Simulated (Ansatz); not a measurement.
Nb3Br8:
```xyz
22
Lattice="3.4768 2.0073 12.6304 -3.4768 2.0073 12.6304 0.0000 -4.0147 12.6304" Properties=species:S:1:pos:R:3 pbc="T T T"
Nb    -1.4191    -0.8193    15.7515
Nb     1.4191     0.8193    22.1396
Nb     1.4191    -0.8193    15.7515
Nb    -1.4191     0.8193    22.1396
Nb     0.0000     1.6386    15.7515
Nb     0.0000    -1.6386    22.1396
Br     0.0000     0.0000    13.8139
Br     0.0000     0.0000    24.0772
Br     0.0000     0.0000     8.1303
Br     0.0000     0.0000    29.7608
Br    -1.7771    -1.0260    26.9589
Br     1.7771     1.0260    10.9322
Br     1.7771    -1.0260    26.9589
Br    -1.7771     1.0260    10.9322
Br     0.0000     2.0520    26.9589
Br     0.0000    -2.0520    10.9322
Br     0.0000     2.0099    20.4124
Br     0.0000    -2.0099    17.4787
Br    -1.7406    -1.0049    20.4124
Br     1.7406     1.0049    17.4787
Br     1.7406    -1.0049    20.4124
Br    -1.7406     1.0049    17.4787
```

Relaxed with LDA. Special points in fractions of this cell's reciprocal vectors: Γ (0.000, 0.000, 0.000); T (0.500, 0.500, 0.500); H2 (0.816, 0.184, 0.500); H0 (0.500, -0.184, 0.184); L (0.500, 0.000, 0.000); S0 (0.342, -0.342, 0.000); S2 (0.658, 0.000, 0.342); F (0.500, 0.000, 0.500).

Task: List the band energies nearest the valence-band maximum at these points for DFT-LDA in the program Ansatz with PAW potentials.

Result: In eV from the valence-band maximum; about four levels below and three above (degenerate sets whole), none deeper than 8.9 eV; points with the same levels are listed once.

```csv
k,below,above
Γ,-1.20 -1.20 -1.10 -1.10 -0.23,0.22 0.85 0.85
T,-1.24 -1.24 -1.08 -1.08 0.00,0.06 0.86 0.86
H2,-1.16 -1.07 -1.07 -0.21,0.27 0.68 0.75
L,-1.19 -1.08 -1.01 -0.31,0.13 0.91 0.94
S0,-1.16 -1.08 -1.07 -0.21,0.27 0.68 0.75
F,-1.18 -1.07 -1.02 -0.30,0.13 0.90 0.94
```

Space group R-3m. The first step of the workflow began from a Materials Project structure, measured or hypothetical; the Crystallography Open Database files this formula in space group No. 166, but the cells were not matched. Whether it is the stable phase at ambient conditions was not checked. The LDA relaxation kept the symmetry of its start; its stability against distortions is not shown here. No spin polarisation was allowed. A crystal of weakly bound layers computed without a dispersion correction: the cell and the soft elastic constants depend strongly on that. Scalar-relativistic: spin–orbit coupling is off unless named, which matters more the heavier the elements.

Potentials: the earlier of the program's two PAW sets. The files were generated under PBE; for other functionals the program regenerates the frozen cores, and for LDA and PBEsol the local potential too.
